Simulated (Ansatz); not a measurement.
Space group Pm-3m (No. 221). a = 2.985 Å, b = 2.985 Å, c = 2.985 Å, α = 90.00°, β = 90.00°, γ = 90.00°
```
atom  site  symmetry       x       y       z
  Ti    1a      m-3m  0.0000  0.0000  0.0000
  Co    1b      m-3m  0.5000  0.5000  0.5000
```

Equation of state of this TiCo structure (not necessarily the ground state), with shape and atoms relaxed at each volume where symmetry leaves them free. It has no gap at any of these volumes. All numbers below come from DFT PBE, scalar-relativistic, plane waves, PAW (Ansatz).

Cutoff 420 eV; k points 18×18×18 on the computed 2-atom cell (Γ-centred); Gaussian smearing, width 0.10 eV; collinear spin from starting moments 0.0 0.6 μB.

| V (Å³/atom) | E − E(largest V) (meV/atom) | P (GPa) |
| --- | --- | --- |
| 11.705 | 64.62 | 27.19 |
| 12.104 | 7.09 | 18.88 |
| 12.503 | -30.89 | 11.64 |
| 12.902 | -51.96 | 5.38 |
| 13.301 | -58.49 | -0.01 |
| 13.700 | -52.54 | -4.62 |
| 14.099 | -35.95 | -8.56 |
| 14.631 | 0.00 | -12.91 |

Task: Fit a third-order Birch–Murnaghan equation, E = E0 + (9V0B0/16)·[(x − 1)³B0' + (x − 1)²(6 − 4x)] with x = (V0/V)^(2/3), to E(V).

Result: V0 = 13.30 Å³/atom, B0 = 166 GPa, B0' = 4.1.

It was relaxed from a Materials Project cell.
